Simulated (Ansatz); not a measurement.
Input:

ScZn:
Space group Pm-3m (No. 221); a = b = c = 3.3306 Å, α = β = γ = 90.00°

```csv
atom,site,symmetry,x,y,z
Sc,1a,m-3m,0.0000,0.0000,0.0000
Zn,1b,m-3m,0.5000,0.5000,0.5000
```

This is the r²SCAN-relaxed structure.

Problem. All from plane-wave PAW r²SCAN (Ansatz code), unless another level is named. Estimate the formation energy from the elements (no fitted shifts).

Solution. -0.43 eV/atom.

Problem. And the density of states at the Fermi level?

Solution. 0.74 states/eV per atom (mean over ±0.08 eV).

The workflow started from a Materials Project entry (that database holds measured and hypothetical structures alike); the Crystallography Open Database files this formula in space group No. 221, but the cells were not matched. Its standing as an ambient phase is unchecked. The cell was relaxed with r²SCAN under the symmetry of its start; its stability against distortions is not shown here. The run is not spin-polarised. The references are the lowest solids computed at this level, not always the standard phases.

Potentials: the later of the program's two PAW sets.
